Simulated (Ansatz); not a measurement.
C (diamond)

```yaml
crystal:
  lattice:
    - [0.00000, 1.78014, 1.78014]
    - [1.78014, 0.00000, 1.78014]
    - [1.78014, 1.78014, 0.00000]
  atoms:
    - { symbol: C, position: [0.00000, 0.00000, 0.00000] }
    - { symbol: C, position: [0.25000, 0.25000, 0.25000] }
```

The relaxed cell is deformed in two ways at once: its volume V is scaled, and at that volume it is stretched along z (the c axis of the conventional cell) so that c/a changes. Fractional atomic positions are held.

Method: r2SCAN (plane waves to 500 eV, PAW, scalar-relativistic; Ansatz, an electronic-structure program). k mesh 16×16×16 (Γ-centred), Fermi-Dirac smearing 0.05 eV. Compression counts positive. C was relaxed with its symmetry unable to fall.

At one point of the scan the stress tensor (GPa) is:

```
   11.5      0.0      0.0
    0.0     11.5      0.0
    0.0      0.0    -48.4
```

Task: Which point is it?
(A) V/V₀ = 1.020, (c/a)/(c/a)₀ = 1.060
(B) V/V₀ = 0.960, (c/a)/(c/a)₀ = 1.060
(C) V/V₀ = 1.020, (c/a)/(c/a)₀ = 1.120
(D) V/V₀ = 0.980, (c/a)/(c/a)₀ = 1.060

Result: A, V/V₀ = 1.020, (c/a)/(c/a)₀ = 1.060

(A scan under strain: stresses follow from slopes of the energy per volume, elastic moduli from its curvatures.)
